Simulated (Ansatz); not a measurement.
A distorted cell of CsPbCl$_{3}$ (cubic perovskite):

```xyz
5
Lattice="5.6735 0.0000 0.0000 0.0000 5.6735 0.0000 0.0000 0.0000 5.6735" Properties=species:S:1:pos:R:3 pbc="T T T"
Cs    -0.8000     0.0000     0.0000
Pb     2.8368     2.8368     2.8368
Cl     0.0000     2.8368     2.8368
Cl     2.8368     2.8368     0.0000
Cl     2.8368     0.0000     2.8368
```

These are r2SCAN (plane waves to 500 eV, PAW, scalar-relativistic; Ansatz, a quantum-chemistry and plane-wave program) values and carry that method's errors. k mesh 5×5×5 (Γ-centred), Fermi-Dirac smearing 0.05 eV. The energy includes the smearing's −TS. Compression counts positive. CsPbCl3 was relaxed with its symmetry unable to fall. Spin-orbit coupling is left out, though Pb is heavy. The PAW data are Ansatz's earlier set. This is a high-temperature form of CsPbCl3.

Task: Predict the force on every atom, in eV/Å.

Result: 
```json
[
 {"atom": "Cs1", "Fx": "0.353", "Fy": "0.000", "Fz": "0.000"},
 {"atom": "Pb2", "Fx": "-0.179", "Fy": "0.000", "Fz": "0.000"},
 {"atom": "Cl3", "Fx": "-0.079", "Fy": "0.000", "Fz": "0.000"},
 {"atom": "Cl4", "Fx": "-0.048", "Fy": "0.000", "Fz": "0.000"},
 {"atom": "Cl5", "Fx": "-0.048", "Fy": "0.000", "Fz": "0.000"}
]
```

Task: Give the stress tensor in GPa and the pressure.

Result: 
```
   0.65     0.00     0.00
   0.00     0.74     0.00
   0.00     0.00     0.74
```
The pressure, a third of the trace, is 0.71 GPa.

Task: In it atom 1 sits (-0.800, 0.000, 0.000) Å away from its relaxed site. What is its energy relative to the relaxed cell?

Result: 96.8 meV/cell.

(A displaced cell: forces are minus the slopes of the energy, force constants its curvatures, and phonons follow from these.)
